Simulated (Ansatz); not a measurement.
YTiGe:
```
CELL_PARAMETERS angstrom
      4.05360     0.00000     0.00000
      0.00000     4.05360     0.00000
      0.00000     0.00000     7.66711
ATOMIC_POSITIONS crystal
  Y  0.50000 0.00000 0.65830
  Y  0.00000 0.50000 0.34170
  Ge 0.50000 0.00000 0.24335
  Ge 0.00000 0.50000 0.75665
  Ti 0.00000 0.00000 0.00000
  Ti 0.50000 0.50000 0.00000
```

Relaxed with r²SCAN.

**Question.** Give the Bader charges and basin volumes of the independent atoms, r²SCAN in the plane-wave PAW code Ansatz.

**Answer.** 

| atom | Bader charge (e) | Bader volume (Å³) |
|---|---|---|
| Y1 | +1.55 | 17.1 |
| Ge3 | -2.26 | 31.2 |
| Ti5 | +0.71 | 14.6 |

Space group P4/nmm. The workflow started from an entry of the Crystallography Open Database (COD), which files this formula under 2 space groups. Whether it is the stable phase at ambient conditions was not checked. Symmetry was held in the r²SCAN relaxation; whether a distortion lowers the energy is not shown. The run is not spin-polarised.

Potentials: the later of the program's two PAW sets.
